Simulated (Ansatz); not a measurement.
GaAs:
```xyz
2
Lattice="0.0000 2.8014 2.8014 2.8014 0.0000 2.8014 2.8014 2.8014 0.0000" Properties=species:S:1:pos:R:3 pbc="T T T"
As     4.2021     4.2021     4.2021
Ga     0.0000     0.0000     0.0000
```

Tensor components refer to the Cartesian frame of this cell.

### Question
Give the high-frequency dielectric tensor and the Born effective charge tensors of the independent atoms from DFPT, plane-wave PAW LDA (Ansatz code).

### Answer

ε∞:
```
14.0  0.00  0.00
0.00  14.0  0.00
0.00  0.00  14.0
```
Z* of atom 1 (As), rows: field, columns: displacement, in e:
```
-2.06   0.00   0.00
 0.00  -2.06   0.00
 0.00   0.00  -2.06
```
Z* of atom 2 (Ga), rows: field, columns: displacement, in e:
```
2.06  0.00  0.00
0.00  2.06  0.00
0.00  0.00  2.06
```

Space group F-43m (zinc blende). Symmetry was held in the LDA relaxation. Scalar-relativistic: spin–orbit coupling is off unless named, which matters more the heavier the elements.

Potentials: the later of the program's two PAW sets.
